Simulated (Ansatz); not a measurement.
LiNbO3 (space group R-3)

```yaml
crystal:
  lattice:
    - [2.59760, 1.49972, 4.72631]
    - [-2.59760, 1.49972, 4.72631]
    - [0.00000, -2.99945, 4.72631]
  atoms:
    - { symbol: Li, position: [0.35682, 0.35682, 0.35682] }
    - { symbol: Li, position: [0.64318, 0.64318, 0.64318] }
    - { symbol: Nb, position: [0.14446, 0.14446, 0.14446] }
    - { symbol: Nb, position: [0.85554, 0.85554, 0.85554] }
    - { symbol: O, position: [0.21570, 0.56109, 0.95688] }
    - { symbol: O, position: [0.78430, 0.43891, 0.04312] }
    - { symbol: O, position: [0.56109, 0.95688, 0.21570] }
    - { symbol: O, position: [0.43891, 0.04312, 0.78430] }
    - { symbol: O, position: [0.95688, 0.21570, 0.56109] }
    - { symbol: O, position: [0.04312, 0.78430, 0.43891] }
```

The slice is a (-1 1 0 4) plane (indices of the conventional cell) through the point (0.439, 0.043, 0.784) (fractional), spanned by u = [1 0 -1] and v = [1 -1 1] in vectors of this cell: u (5.20 Å) and v (7.64 Å, at 90° to u). It covers one period; positions are fractions (u, v).

Calculation: PBEsol (plane waves to 420 eV, PAW, scalar-relativistic; Ansatz, a first-principles code). k mesh 8×8×8. Near the nuclei the fields are pseudised (PAW); where an atom keeps semicore shells as valence, they peak there. LiNbO3 is run without spin polarisation. LiNbO3 was relaxed with its symmetry unable to fall. This is one of several known forms of LiNbO3; the measured ambient cells at hand have space group No. 161.

Q: Predict the map of the density of the highest valence band (whole band, smooth part) on the slice.

A: 
```
|==++==..                              ::==++|
|**++--..                              ..--++|
|::::..                                  ..::|
|                                            |
|                                            |
|                                            |
|                                            |
|                                            |
|                                            |
|                                            |
|                                            |
|                                            |
|            ..                              |
|        ..::--::..                          |
|      ..--**##++--::..                      |
|      ..++@@##--++==::                      |
|      ..++%%::..##**::                      |
|      ..--++--++@@**::                      |
|        ..::--++++--..                      |
|          ....::::..                        |
|              ..                            |
|                                            |
|                                            |
|                                            |
|                                            |
|                    ......                  |
|                  ..........                |
|..              ....::::....                |
|--::..          ....::....              ..::|
|****--..          ......              ..--++|
|==**==..                              ::==++|
|  --==::                              ::==--|
```
Scale: ten equal steps from 0.000 (start of ' ') to 0.163 (end of '@'), in the order ' .:-=+*#%@'. Values: density of the highest valence band (whole band, smooth part) in e/Å³. The map has 22 points along u (two characters each, u = 0 at the left) and 32 along v (v = 0 in the bottom row).
